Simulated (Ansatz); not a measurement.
A sound run on ZnRe (P-6m2), total moment held at 0.15 μB (DFT, PBEsol, PAW with Ansatz's default frozen-core files, scalar-relativistic (Ansatz)):

```yaml
crystal:
  lattice:
    - [2.7482183437, 0.0, 0.0]
    - [-1.3741091718, 2.3800269008, 0.0]
    - [0.0, 0.0, 4.494066]
  atoms:
    - { symbol: Zn, position: [0.0, 0.0, 0.0] }
    - { symbol: Re, position: [0.3333333333, 0.6666666667, 0.5], spin: 0.15 }
magnetization:
  spin_polarized: true
  initial_magnetization: 0.15
  spin_locking: { lock_magnetization: hard }
kpoints:
  mp_grid: { grid: [16, 16, 9] }
scf:
  occupations: { method: fermi_dirac, width: 0.08 }
  lower_state_search: "off"
hamiltonian:
  xc: pbesol
  pseudopotentials: { kind: paw }
output:
  forces: true
  stress: true
  eigenvalues: true
```

It converged in 11 iterations. Site moments (μB): Zn1 0.01, Re2 0.11. Cell moment 0.15 μB. Pressure -9.16 GPa.

The input is then changed, output keys apart:

```diff
+  dispersion: d3bj
+basis:
+  ecutwfc: "40.4 Ry"
```

**Question.** How does the run end?

**Answer.** Self-consistency was reached. Free energy -14018.6867 eV against -14017.6449 eV (not comparable, since the functional, the files or the filling changed), cell moment 0.15 μB, pressure -14.85 GPa.
```
Warning: output.stress: scf.convergence.dr2_threshold = 1e-7 eV (the SCF's general default) is looser than the 2e-10 eV advised for a printed stress (1e-10 eV for each atom of the cell: 2). What an SCF threshold leaves in a stress goes as its square root, and in the free energy as the threshold itself, and one threshold admits the most on a small cell: of the crystals measured, under no hybrid fun …
Engine: ansatz 0.2.0
Pseudopotentials: kind: paw
Pseudopotential: Zn, paw, valence charge 12, recommended cutoff 420 eV (normal), Zn.paw.azcp
Pseudopotential: Re, paw, valence charge 15, recommended cutoff 420 eV (normal), Re.paw.azcp
Functional definition: PBEsol
  exchange = pbesol_x
  correlation = pbesol_c
Crystal: 2 atoms, lattice volume = 29.395 Å³
Basis set: ecut = 549.6700021689576 eV, 845 PW (Γ), exchange–correlation on 48×48×72 points (8 copies of the dense FFT grid, shifted against one another)
Bands: 18, of which v1, the nominal top of the filled ones, is band 14 counted from 1 (13 counted from 0)
Symmetry: 12 space group operations
Space group: P-6m2 (ITA 187), of the structure as read, at distance tolerance 3.1e-5 Å
Magnetic group: BNS 187.209 (UNI 1439), of the structure as read, at distance tolerance 3.1e-5 Å
k-points: 150 of 2304 (time reversal used)
Non-local potential: Zn, projectors of the file, l = 0: 2, l = 1: 2, l = 2: 3, l = 3: 1
Non-local potential: Re, projectors of the file, l = 0: 3, l = 1: 2, l = 2: 2, l = 3: 1
PAW form: soft (Blöchl's): semilocal exchange-correlation on the pseudo side does not see the compensation charge
PAW frozen core: Zn, regenerated for the run's functional, and the local potential with it (the file was generated under x = pbe(κ = 0.804, μ = 0.2195149727645171), c = pbe(β = 0.06672455060314922))
[...]
  E_core_change = 1.030616  (= ΣΔE_core)
  E_smearing   = -0.026544  (= −TS)
  E_closure    = -0.000000  (closes the sum)
  Σ components = -14018.686687   (vs F -14018.686687, Δ=0.00e0)
--- Forces (eV/Å), atoms counted from 1 ---
  atom   1  Zn     0.00000000    -0.00000000     0.00000000
  atom   2  Re    -0.00000000     0.00000000     0.00000000
  max |Σ_I F_I| component: 9.25e-17 eV/Å
--- Stress (GPa, compression-positive) ---
      -14.860779      -0.000000       0.000000
       -0.000000     -14.860779       0.000000
        0.000000       0.000000     -14.831901
  P = ⅓ Tr σ = -14.8512 GPa (-148.512 kbar)
--- Band table (eV; the first three rows and the last of 300) ---
  k-point 0 ↑: bands = ["-62.5573", "-24.5676", "-23.8907", "-23.8907", "7.2352", "9.6466", "10.2934", "10.2934", "10.6721", "10.6721", "12.5003", "15.9554", "16.2448", "16.2448", "19.1952", "19.1952", "22.2517", "31.4872"]
  k-point 1 ↑: bands = ["-62.5573", "-24.5681", "-23.8907", "-23.8907", "7.3532", "9.6531", "10.2912", "10.2912", "10.6716", "10.6716", "12.3635", "15.6494", "16.2545", "16.2545", "19.1878", "19.1878", "22.7900", "31.4820"]
  k-point 2 ↑: bands = ["-62.5573", "-24.5693", "-23.8907", "-23.8907", "7.6985", "9.6654", "10.2859", "10.2859", "10.6698", "10.6698", "11.9338", "15.0651", "16.2798", "16.2798", "19.1685", "19.1685", "24.0733", "31.4743"]
  k-point 149 ↓: bands = ["-62.4129", "-24.5232", "-24.4106", "-24.3324", "10.0441", "10.2081", "10.2440", "10.3094", "10.3659", "13.9725", "14.6830", "14.8993", "15.7441", "17.4429", "19.0038", "22.3510", "23.3146", "24.4167"]
```
